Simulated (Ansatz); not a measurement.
InSb (zinc blende) was relaxed and computed twice in Ansatz (plane waves, PAW), once with LDA and once with r²SCAN.

```tsv
	run 1	run 2
cell	a = 6.450 Å, b = 6.450 Å, c = 6.450 Å, α = 90.00°, β = 90.00°, γ = 90.00°	a = b = c = 6.5561 Å, α = β = γ = 90.00°
ΔH_f (eV/atom)	-0.09	-0.25
B₀ by P(V) fit (GPa)	46.4	43.5
K_Hill (GPa)	46.4	43.6
G_Hill (GPa)	22.1	22.6
highest Γ mode, no LO–TO term (cm⁻¹)	178	174
Θ_D (K)	200	204
```

Which run used which functional?

Run 1 is LDA, run 2 is r²SCAN.

All cells were relaxed under the symmetry of their starts (and spin orders); stability against distortions was not tested throughout. Spin–orbit coupling is left out wherever it is not named.

Potentials: the later of the program's two PAW sets.

Ansatz (an electronic-structure program) is a plane-wave DFT program.

Formation energies count from the lowest solids of the elements computed at the same level, not from gases.
